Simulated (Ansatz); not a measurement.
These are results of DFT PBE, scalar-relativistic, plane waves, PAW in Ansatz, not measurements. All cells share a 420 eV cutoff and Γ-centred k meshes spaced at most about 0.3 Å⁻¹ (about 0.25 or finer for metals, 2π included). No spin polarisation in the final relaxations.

All energies are static (0 K, no zero-point motion). All come from trial cells, and lower structures may exist.

Task: Order these relaxed structures of Cd2HgO3 by energy, lowest first, with the energy over the lowest of them.
A.

```cif
data_structure
_symmetry_space_group_name_H-M 'I4/mmm'
_symmetry_Int_Tables_number 139
_cell_length_a 3.3962
_cell_length_b 3.3962
_cell_length_c 14.5901
_cell_angle_alpha 90.000
_cell_angle_beta 90.000
_cell_angle_gamma 90.000
_cell_volume 168.28
loop_
_atom_site_label
_atom_site_type_symbol
_atom_site_symmetry_multiplicity
_atom_site_Wyckoff_symbol
_atom_site_fract_x
_atom_site_fract_y
_atom_site_fract_z
_atom_site_occupancy
Cd1 Cd 4 e 0.50000 0.50000 0.33260 1
Hg1 Hg 2 b 0.50000 0.50000 0.00000 1
O1 O 2 a 0.00000 0.00000 0.00000 1
O2 O 4 e 0.50000 0.50000 0.17010 1
```

B.

```cif
data_structure
_symmetry_space_group_name_H-M 'C2/c'
_symmetry_Int_Tables_number 15
_cell_length_a 15.6459
_cell_length_b 3.3702
_cell_length_c 6.7123
_cell_angle_alpha 90.000
_cell_angle_beta 102.389
_cell_angle_gamma 90.000
_cell_volume 345.69
loop_
_atom_site_label
_atom_site_type_symbol
_atom_site_symmetry_multiplicity
_atom_site_Wyckoff_symbol
_atom_site_fract_x
_atom_site_fract_y
_atom_site_fract_z
_atom_site_occupancy
Cd1 Cd 8 f 0.32905 0.50330 0.16458 1
Hg1 Hg 4 b 0.00000 0.50000 0.00000 1
O1 O 4 e 0.00000 0.88434 0.75000 1
O2 O 8 f 0.17344 0.49872 0.08669 1
```

Result: B (0 meV/atom), A (13 meV/atom). Forms: B Cd and Hg ordered on rock salt sites, C2/c; A Cd and Hg ordered on rock salt sites, I4/mmm. Counting O atoms around Cd and Hg (those within 1.25 times the shortest such distance or 1.15 times the sum of covalent radii, 1.27 where that leaves under three; a plus sign parts nearer from farther groups; the shortest distance is added where it exceeds 1.18 times the sum of covalent radii): B has Cd 5+1, Hg 2; A has Cd 6, Hg 6 from 2.4 Å.

The k mesh leaves some 4 meV/atom of noise in the energy of each metallic cell. These runs have no spin–orbit coupling, which can matter for Hg. Cells relaxed within their symmetry can be saddle points. The C2/c cell of Cd2HgO3 came from shaking the I4/mmm one. Some candidate types were left out of the draw beforehand, so a known form may be missing.
